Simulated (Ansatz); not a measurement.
La (dhcp type, space group P6_3/mmc)

```cif
data_La4
_chemical_formula_sum 'La4'
_space_group_name_H-M_alt 'P 1'
_space_group_IT_number 1
_cell_length_a 3.78558
_cell_length_b 3.78558
_cell_length_c 12.03275
_cell_angle_alpha 90.000
_cell_angle_beta 90.000
_cell_angle_gamma 120.000
loop_
_space_group_symop_operation_xyz
  'x, y, z'
loop_
_atom_site_label
_atom_site_type_symbol
_atom_site_fract_x
_atom_site_fract_y
_atom_site_fract_z
_atom_site_occupancy
La1 La 0.00000 0.00000 0.00000 1
La2 La 0.00000 0.00000 0.50000 1
La3 La 0.33333 0.66667 0.25000 1
La4 La 0.66667 0.33333 0.75000 1
```

E(V) scan at fixed shape, V₀ the volume above. Symmetry pins the atoms to their sites.

Calculation: r2SCAN (plane waves to 500 eV, PAW, scalar-relativistic; Ansatz, a program for electronic structure). k mesh 14×14×4 (Γ-centred), Fermi-Dirac smearing 0.05 eV. The energy includes the smearing's −TS. Compression counts positive. With the shape held, the modulus is that of even scaling; a crystal free to change shape is softer. La is run without spin polarisation. La was relaxed with its symmetry unable to fall. ΔE is measured from the relaxed starting cell.

```csv
V (Å³/atom),ΔE (meV/atom),P (GPa)
35.094,10,1.5
35.467,7,1.3
35.840,5,1.0
36.214,3,0.7
36.587,1,0.5
36.960,0,0.2
37.334,0,0.0
37.707,0,-0.2
38.080,1,-0.5
38.454,2,-0.7
38.827,4,-0.9
39.200,6,-1.1
39.574,9,-1.3
```

Key numbers:

```
Item                                                                          Result
---------------------------------------------------------------------  -------------
Pressure at the smallest volume                                              1.5 GPa
Energy cost of the largest compression                                   10 meV/atom
Energy cost of the largest expansion                                      9 meV/atom
Bulk modulus at fixed cell shape B₀ (third-order Birch-Murnaghan fit)       23.3 GPa
Pressure derivative B₀′ (fit)                                                    2.0
Equilibrium volume of the fit                                          37.33 Å³/atom
Pressure for 5 % compression (fit)                                           1.3 GPa
```

The 13 points together took around 8 core-minutes (rough).

(A scan under strain: stresses follow from slopes of the energy per volume, elastic moduli from its curvatures.)
